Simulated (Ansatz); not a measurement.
TiAl (CuAu type, space group P4/mmm)

```yaml
crystal:
  lattice:
    - [2.81288, 0.00000, 0.00000]
    - [0.00000, 2.81288, 0.00000]
    - [0.00000, 0.00000, 4.05874]
  atoms:
    - { symbol: Al, position: [0.50000, 0.50000, 0.50000] }
    - { symbol: Ti, position: [0.00000, 0.00000, 0.00000] }
```

The slice is a (010) plane (indices of the conventional cell) through the point (0.000, 0.000, 0.000) (fractional), spanned by u = [100] and v = [001] in vectors of this cell: u (2.81 Å) and v (4.06 Å, at 90° to u). It covers one period; positions are fractions (u, v).

Computed with r2SCAN (plane waves to 500 eV, PAW, scalar-relativistic; Ansatz, an electronic-structure program). k mesh 16×16×12. These are valence fields of a PAW run, semicore shells included where kept as valence: close to a nucleus they are smooth pseudo fields. The PAW data are Ansatz's earlier set. TiAl is run without spin polarisation. TiAl was relaxed with its symmetry unable to fall.

Three fields on this plane, each scaled to ten steps between its own extremes (0 low, 9 high; the total valence density on a logarithmic scale, the potential cut 8 eV below its top; x marks points blanked near nuclei; v = 0 in the bottom row):

Map A
```
|xxxxxxx034430xxxxxx|
|xxxxxxx035530xxxxxx|
|xxxxxxx146641xxxxxx|
|xxxxxx03566530xxxxx|
|xxxxx0246776420xxxx|
|xxxx014678876410xxx|
|0000245778877542000|
|1223456788887654322|
|5556677778877776655|
|7777777777777777777|
|8888877777777778888|
|9998887766667788899|
|9999887666666788999|
|9999887665566788999|
|9999887666666788999|
|9998887766667788899|
|8888877777777778888|
|7777777777777777777|
|5556677778877776655|
|1223456788887654322|
|0000245778877542000|
|xxxx014678876410xxx|
|xxxxx0246776420xxxx|
|xxxxxx03566530xxxxx|
|xxxxxxx146641xxxxxx|
|xxxxxxx035530xxxxxx|
|xxxxxxx034430xxxxxx|
|xxxxxxx024420xxxxxx|
```

Map B
```
|xxxxxxx223322xxxxxx|
|xxxxxxx224422xxxxxx|
|xxxxxxx134431xxxxxx|
|xxxxxx12455421xxxxx|
|xxxxx1135665311xxxx|
|xxxx002467764200xxx|
|0000013678876310000|
|0000135789987531000|
|0012357899998753210|
|2223567899998765322|
|3345678999999876543|
|4455678999999876554|
|4556678999999876655|
|5556778999999877655|
|4556678999999876655|
|4455678999999876554|
|3345678999999876543|
|2223567899998765322|
|0012357899998753210|
|0000135789987531000|
|0000013678876310000|
|xxxx002467764200xxx|
|xxxxx1135665311xxxx|
|xxxxxx12455421xxxxx|
|xxxxxxx134431xxxxxx|
|xxxxxxx224422xxxxxx|
|xxxxxxx223322xxxxxx|
|xxxxxxx223322xxxxxx|
```

Map C
```
|xxxxxxx965569xxxxxx|
|xxxxxxx854458xxxxxx|
|xxxxxxx754457xxxxxx|
|xxxxxx85444458xxxxx|
|xxxxx8544444458xxxx|
|xxxx754444444457xxx|
|7654333334433333456|
|2222223344443322222|
|0001123344443321100|
|0001123344443321100|
|0001123344443321100|
|0001123444444321100|
|0001123444444321100|
|0001123444444321100|
|0001123444444321100|
|0001123444444321100|
|0001123344443321100|
|0001123344443321100|
|0001123344443321100|
|2222223344443322222|
|7654333334433333456|
|xxxx754444444457xxx|
|xxxxx8544444458xxxx|
|xxxxxx85444458xxxxx|
|xxxxxxx754457xxxxxx|
|xxxxxxx854458xxxxxx|
|xxxxxxx965569xxxxxx|
|xxxxxxx965569xxxxxx|
```

Assign the maps to these fields: electron localisation function (ELF); valence electron density; electrostatic potential energy of an electron, from the cell's mean.

A is the electrostatic potential energy of an electron, from the cell's mean; B is the electron localisation function (ELF); C is the valence electron density.
